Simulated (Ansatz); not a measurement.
Slab of fcc Au (110), 6 layers

The slab is cut from the fcc crystal, the stable phase, as relaxed on PAW files (17.97 Å³/atom), with 16 Å of vacuum and a dipole correction:

```
CELL_PARAMETERS angstrom
2.94010 0.00000 0.00000
0.00000 4.15793 0.00000
0.00000 0.00000 23.35020
ATOMIC_POSITIONS crystal
Au 0.25000 0.25000 0.34261
Au 0.75000 0.75000 0.40557
Au 0.25000 0.25000 0.46852
Au 0.75000 0.75000 0.53148
Au 0.25000 0.25000 0.59443
Au 0.75000 0.75000 0.65739
```

Level of theory: DFT with PBE, scalar-relativistic, in Ansatz 0.2.0; a Γ-centred 12×9×1 k mesh, Fermi–Dirac smearing of 0.05 eV, no spin polarisation. LAPW: all electrons, basis error target 1 meV/atom; PAW: frozen-core files, cutoff 420 eV.

The bulk energy comes from a cell in the slab's orientation on a 12×9×12 mesh. The surface energy is (E(slab) − N·E(bulk))/2A at zero smearing, the mean of both faces; thin slabs carry quantum-size effects.

Spin–orbit coupling is left out, which matters for the heavy atoms.

Q: As cut, the LAPW slab lies 1.478 eV above 6 atoms of bulk. What surface energy is that?

A: Over two faces of 12.22 Å² it is 60.5 meV/Å², and times 16.02 J/m² per eV/Å² that gives γ = 0.969 J/m².

```json
{"method": "LAPW", "γ as cut (J/m²)": "0.969", "γ relaxed (J/m²)": "0.909", "Φ as cut (eV)": "4.97", "Φ relaxed (eV)": "4.98"}
{"method": "PAW", "γ as cut (J/m²)": "0.969", "γ relaxed (J/m²)": "0.908", "Φ as cut (eV)": "4.97", "Φ relaxed (eV)": "4.98"}
```

Q: How do the spacings between the planes relax?

A: From the bottom face up: d12 -14.0 % of 1.470 Å, d23 +10.6 % of 1.470 Å, d34 -7.1 % of 1.470 Å, d45 +10.6 % of 1.470 Å, d56 -14.0 % of 1.470 Å.
